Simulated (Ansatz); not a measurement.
La2Si:
```
CELL_PARAMETERS angstrom
      2.12429     1.22646     7.17463
     -2.12429     1.22646     7.17463
      0.00000    -2.45292     7.17463
ATOMIC_POSITIONS crystal
  La 0.74519 0.74519 0.74519
  La 0.25481 0.25481 0.25481
  Si 0.00000 0.00000 0.00000
```

Relaxed with r²SCAN+D4. Special points in fractions of this cell's reciprocal vectors: Γ (0.000, 0.000, 0.000); T (0.500, 0.500, 0.500); H2 (0.814, 0.186, 0.500); H0 (0.500, -0.186, 0.186); L (0.500, 0.000, 0.000); S0 (0.343, -0.343, 0.000); S2 (0.657, 0.000, 0.343); F (0.500, 0.000, 0.500).

Question: List the band energies nearest the Fermi level at these points for the program Ansatz at the r²SCAN+D4 with spin–orbit coupling level (PAW).

Answer: In eV from the Fermi level; about four levels below and three above (degenerate sets whole), none deeper than 8.9 eV; points with the same levels are listed once.

```
k                     below                above
--  -----------------------  -------------------
Γ   -0.96 -0.96 -0.94 -0.94  1.10 1.10 1.26 1.26
T   -0.89 -0.89 -0.31 -0.31  0.29 0.29 1.28 1.28
H2  -1.72 -1.72 -1.13 -1.13  0.12 0.12 0.28 0.28
L   -0.79 -0.79 -0.48 -0.48  0.03 0.03 0.67 0.67
S0  -1.71 -1.71 -1.11 -1.11  0.03 0.03 0.33 0.33
F   -0.91 -0.91 -0.69 -0.69  0.11 0.11 1.26 1.26
```

Space group R-3m. The start of the workflow was typed in or built on a structure type; neither database checked (COD, Materials Project) lists it. Whether it is the stable phase at ambient conditions was not checked. The cell was relaxed with r²SCAN+D4 under the symmetry of its start; whether a distortion lowers the energy is not shown.

Potentials: the earlier of the program's two PAW sets. The files were generated under PBE; for other functionals the program regenerates the frozen cores, and for LDA and PBEsol the local potential too.
